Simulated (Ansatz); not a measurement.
Consider the following.

SiBCN:
```yaml
crystal:
  lattice:
    - [1.41489, 0.81689, 4.67418]
    - [-1.41489, 0.81689, 4.67418]
    - [0.00000, -1.63377, 4.67418]
  atoms:
    - { symbol: B, position: [0.99271, 0.99271, 0.99271] }
    - { symbol: N, position: [0.12107, 0.12107, 0.12107] }
    - { symbol: Si, position: [0.50414, 0.50414, 0.50414] }
    - { symbol: C, position: [0.63211, 0.63211, 0.63211] }
```

This is the r²SCAN-relaxed structure.

**Question.** All from plane-wave PAW r²SCAN (Ansatz code), unless another level is named. Predict the smallest direct gap on the standard path.

**Answer.** 2.78 eV.

**Question.** What about the HSE06 gap on the r²SCAN cell?

**Answer.** 1.25 eV.

**Question.** Give the valence-band maximum.

**Answer.** at Γ.

Space group R3m. The start of the workflow was typed in or built on a structure type; neither database checked (COD, Materials Project) lists it. Whether it is the stable phase at ambient conditions was not checked. Symmetry was held in the r²SCAN relaxation; its stability against distortions is not shown here. The volume moved by -18 % from the start of the relaxation.

Potentials: the earlier of the program's two PAW sets.
